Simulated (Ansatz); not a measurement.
Starting cell, LiH (rock salt):

```yaml
crystal:
  lattice:
    - [0.00000, 4.00712, 4.00712]
    - [2.00356, 2.00356, 4.00712]
    - [2.00356, 2.00356, 0.00000]
  atoms:
    - { symbol: H, position: [0.00000, 0.00000, 0.00000] }
    - { symbol: H, position: [0.50000, 0.00000, 0.00000] }
    - { symbol: Li, position: [0.00000, 0.50000, 0.50000] }
    - { symbol: Li, position: [0.50000, 0.50000, 0.50000] }
```

A phonon eigenvector at X = (0.5, 0.5, 0.0) is frozen into this cell: atom i moves by Q times the vector below, so Q is the largest atomic displacement, in Å. The cell is held. (q is in reciprocal vectors of the primitive cell; the cell shown is doubled to hold the pattern.)

| atom | x | y | z |
|---|---|---|---|
| H1 | 0.000 | 0.000 | 1.000 |
| H2 | 0.000 | 0.000 | -1.000 |
| Li3 | 0.000 | 0.000 | 0.024 |
| Li4 | 0.000 | 0.000 | -0.024 |

These are PBE (plane waves to 420 eV, PAW, scalar-relativistic; Ansatz, an electronic-structure program) values and carry that method's errors. k mesh 14×14×14 (Γ-centred), Fermi-Dirac smearing 0.05 eV. LiH was relaxed with its symmetry unable to fall. 

```csv
Q (Å),−dE/dQ from forces (eV/Å)
-0.180,1.473
-0.150,1.217
-0.120,0.966
-0.090,0.721
-0.060,0.479
-0.030,0.239
0.000,0.000
0.030,-0.239
0.060,-0.479
0.090,-0.721
0.120,-0.966
0.150,-1.217
0.180,-1.473
```

### Question
What harmonic wavenumber does the curvature at Q = 0 give?

### Answer
1033 cm⁻¹. E″ = 7.95 eV/Å², M = Σ mᵢ|uᵢ|² = 2.0 u, ν̃ = 521.5·√(|E″|/M).

(A displaced cell: forces are minus the slopes of the energy, force constants its curvatures, and phonons follow from these.)
